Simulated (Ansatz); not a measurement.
Here is the system:

SnGe:
```cif
data_Ge2Sn2
_chemical_formula_sum 'Sn2 Ge2'
_space_group_name_H-M_alt 'P 1'
_space_group_IT_number 1
_cell_length_a 4.38089
_cell_length_b 4.38089
_cell_length_c 7.20807
_cell_angle_alpha 90.000
_cell_angle_beta 90.000
_cell_angle_gamma 120.000
loop_
_space_group_symop_operation_xyz
  'x, y, z'
loop_
_atom_site_label
_atom_site_type_symbol
_atom_site_fract_x
_atom_site_fract_y
_atom_site_fract_z
_atom_site_occupancy
Sn1 Sn 0.66667 0.33333 0.99992 1
Sn2 Sn 0.33333 0.66667 0.49992 1
Ge1 Ge 0.66667 0.33333 0.62528 1
Ge2 Ge 0.33333 0.66667 0.12528 1
```

This is the PBE-relaxed structure.

**Question.** All from PBE (plane waves, PAW; program Ansatz), unless another level is named. Give the electronic character.

**Answer.** no gap, with almost no states at the Fermi level (zero-gap or semimetallic).

**Question.** Give the formation energy from the elements (no fitted shifts).

**Answer.** 0.044 eV/atom.

Space group P6_3mc (wurtzite). A made-up cell: these elements were put on the sites of a structure type; neither database checked (COD, Materials Project) lists it. Whether it is the stable phase at ambient conditions was not checked. The PBE relaxation kept the symmetry of its start; its stability against distortions is not shown here. The references are the lowest solids computed at this level, not always the standard phases. Scalar-relativistic: spin–orbit coupling is off unless named, which matters more the heavier the elements.

Potentials: the later of the program's two PAW sets.
